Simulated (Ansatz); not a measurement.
Relaxed-ion elastic tensor of TiAl (L1₀ or tetragonal B2, P4/mmm) in GPa (Voigt order), DFT-PBEsol in the program Ansatz with PAW potentials; density 3.94 g/cm³, 15.77 Å³ per atom.

```
 206  63.2  92.2   0.0   0.0   0.0
63.2   206  92.2   0.0   0.0   0.0
92.2  92.2   176   0.0   0.0   0.0
 0.0   0.0   0.0   120   0.0   0.0
 0.0   0.0   0.0   0.0   120   0.0
 0.0   0.0   0.0   0.0   0.0  39.4
```

Is the crystal mechanically stable?

Yes: the smallest eigenvalue of C is 39.4 GPa.

Work out the Voigt, Reuss and Hill averages.

K_V = 120, K_R = 120, K_H = 120; G_V = 78.5, G_R = 62.6, G_H = 70.6 GPa.

Give Young's modulus, Poisson's ratio, Pugh's ratio and the universal anisotropy index.

E = 9KG/(3K + G) = 177 GPa; ν = 0.25; K/G = 1.71 (near the Pugh limit of 1.75, no verdict); A_U = 5G_V/G_R + K_V/K_R − 6 = 1.27.

Estimate the sound speeds and the Debye temperature.

v_l = √((K + 4G/3)/ρ) = 7380 m/s, v_t = √(G/ρ) = 4230 m/s, mean 4700 m/s; Θ = (h/k)(3n/4πV)^(1/3) v_m = 558 K.

Solve the Christoffel equation for the three sound speeds along x, y, z.

Eigenvalues of C_ijkl n_j n_l equal ρv². In km/s, slowest first: x 3.16, 5.52, 7.24; y 3.16, 5.52, 7.24; z 5.52, 5.52, 6.68.

How much does each axis shrink under pressure?

Linear compressibilities β_i = Σ_j S_ij (j = 1 to 3): x 2.8, y 2.8, z 2.8 per TPa.

The cell was relaxed with PBEsol under the symmetry of its start. No spin polarisation was allowed. As this level gives no gap, shear constants depend on the k-mesh and smearing (Fermi–Dirac, 0.1 eV here).

Potentials: the later of the program's two PAW sets.
